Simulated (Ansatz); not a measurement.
In2O3:
```
CELL_PARAMETERS angstrom
      3.42038     0.00000     0.00000
     -1.71019     2.96213     0.00000
      0.00000     0.00000     6.09431
ATOMIC_POSITIONS crystal
  In 0.33333 0.66667 0.23718
  In 0.66667 0.33333 0.76282
  O  0.00000 0.00000 0.00000
  O  0.33333 0.66667 0.65418
  O  0.66667 0.33333 0.34582
```

Relaxed with r²SCAN. Special points in fractions of this cell's reciprocal vectors: Γ (0.000, 0.000, 0.000); M (0.500, 0.000, 0.000); K (0.333, 0.333, 0.000); A (0.000, 0.000, 0.500); L (0.500, 0.000, 0.500); H (0.333, 0.333, 0.500).

### Question
List the band energies nearest the valence-band maximum at these points for r²SCAN in the plane-wave PAW code Ansatz.

### Answer
In eV from the valence-band maximum; about four levels below and three above (degenerate sets whole), none deeper than 8.9 eV; points with the same levels are listed once.

```json
[
 {"k": "Γ", "below": "-1.06 -1.06 -0.60 -0.60 -0.02", "above": "1.30 5.76 6.65"},
 {"k": "M", "below": "-1.33 -1.04 -0.60 -0.36", "above": "4.72 6.94 7.90"},
 {"k": "K", "below": "-3.15 -3.15 -0.29 -0.29 -0.03", "above": "6.56 6.56 9.41"},
 {"k": "A", "below": "-0.80 -0.80 -0.71 -0.71", "above": "3.42 4.39 6.39"},
 {"k": "L", "below": "-1.79 -1.29 -0.26 -0.02", "above": "5.10 6.82 7.23"},
 {"k": "H", "below": "-2.15 -2.15 -1.02 -1.02 -0.52", "above": "6.62 6.62 9.87 9.87"}
]
```

Space group P-3m1 (La2O3 or Ni2Al3 type). A made-up cell: these elements were put on the sites of a structure type; neither database checked (COD, Materials Project) lists it. It is not the phase usual at ambient conditions (space group No. 206). Symmetry was held in the r²SCAN relaxation. At this level the phase is mechanically unstable. Scalar-relativistic: spin–orbit coupling is off unless named, which matters more the heavier the elements.

Potentials: the later of the program's two PAW sets.
